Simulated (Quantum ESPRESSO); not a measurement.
## One change at a time to Hf2MgYZr4

Calculated results; nothing here was measured. They come from Quantum ESPRESSO 7.5, a public plane-wave density functional program. Each row is one single-point run on a made-up periodic cell of eight metal atoms, with elements, volume, strain and displacements drawn at random and not relaxed, so a cell may be unstable or far from any real phase. There is no spin polarisation or spin-orbit coupling.

Settings: PBE unless stated; PseudoDojo standard norm-conserving files; Fermi-Dirac width 0.25 eV, which means electrons at about 2900 K; cutoff 1143 eV; 5 x 4 x 4 k mesh shifted half a step off Gamma. E is the free energy of the whole cell (internal energy minus TS), so a -TS column is already part of it. Stress is positive in tension, and the pressure P is minus a third of its trace.

Checks: one run of this series was repeated at a higher cutoff and on a denser mesh, which moved values by no more than 0.002 eV, 0.02 GPa and 0.003 eV/Å, and a second program with other atomic files agreed on it to 2 % rms in force and 0.5 GPa in pressure. Known limits: heavy elements are run without spin-orbit coupling, which real alloys of them have; a spin test at this wide smearing found no moment, but such smearing suppresses magnetism that the real alloy may have.

The lattice is hexagonal close-packed, and the cell vectors in Å are (0.000, 0.000, -5.242); (0.000, 5.816, 0.000); (6.716, 0.000, 0.000), a volume of 204.77 Å³ in run 1. The elements on sites 1 to 8 are Mg Hf Zr Zr Zr Y Hf Zr. Each later run makes one change to run 1 and keeps the rest. E is counted from run 1, and is n/a where other atomic files have another zero of energy.

```
run,change,V (Å³),P (GPa),-TS (eV),rms force (eV/Å),largest change of a force component (eV/Å),E (eV)
1,none,204.77,-3.87,-2.164,0.352,0.000,0.000
2,sites 1 and 7 exchanged,204.77,-4.05,-2.178,0.372,0.256,-0.110
3,all lengths scaled by +1.26 %,212.61,-6.05,-2.248,0.319,0.090,0.244
4,PBEsol in place of PBE,204.77,-6.63,-2.173,0.334,0.075,n/a
5,Ga on site 2,204.77,-6.17,-2.089,0.266,0.651,n/a
6,site 8 moved by +0.18 Å along y,204.77,-3.64,-2.173,0.452,0.726,?
```

## Worked estimate

Along the move dE = -F dx. The force on site 8 along y is -0.389 eV/Å in run 1 and -1.115 eV/Å in run 6, and the move is +0.18 Å, so the mean force times the move gives an estimate.

## Withheld value

Question: what E should run 6 give?

The estimate is 0.135 eV. The calculation gave 0.135 eV.
